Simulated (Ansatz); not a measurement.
W (fcc (Cu type), space group No. 225) at seven volumes, the program Ansatz at the PBEsol level (PAW), scaled uniformly. One row is withheld.

```json
[
 {"V (Å³/atom)": "14.541", "P (GPa)": "34.39"},
 {"V (Å³/atom)": "15.020", "P (GPa)": "21.20"},
 {"V (Å³/atom)": "15.500", "P (GPa)": "9.74"},
 {"V (Å³/atom)": "15.979", "P (GPa)": "0.00"},
 {"V (Å³/atom)": "16.458", "P (GPa)": "?"},
 {"V (Å³/atom)": "16.938", "P (GPa)": "-15.60"},
 {"V (Å³/atom)": "17.417", "P (GPa)": "-21.85"}
]
```

**Question.** Fit the shown pressures and predict the withheld one.

**Answer.** Third-order Birch–Murnaghan: P = (3/2)B₀(x^(7/2) − x^(5/2))[1 + (3/4)(B′ − 4)(x − 1)] with x = (V₀/V)^(2/3). Least squares on the six rows gives V₀ = 15.980 Å³/atom, B₀ = 301.5 GPa, B′ = 4.03. At V = 16.458, x = 0.9805 and P = -8.37 GPa. The run itself gave -8.36 GPa.

Space group Fm-3m (fcc (Cu type)). The workflow started from an entry of the Crystallography Open Database (COD), which files this formula under 6 space groups. It is not the phase usual at ambient conditions (space group No. 229). The cell was relaxed with PBEsol under the symmetry of its start. At this level the phase is mechanically unstable. No spin polarisation was allowed. Spin–orbit coupling is left out wherever it is not named.

Potentials: the earlier of the program's two PAW sets. The files were generated under PBE; for other functionals the program regenerates the frozen cores, and for LDA and PBEsol the local potential too.
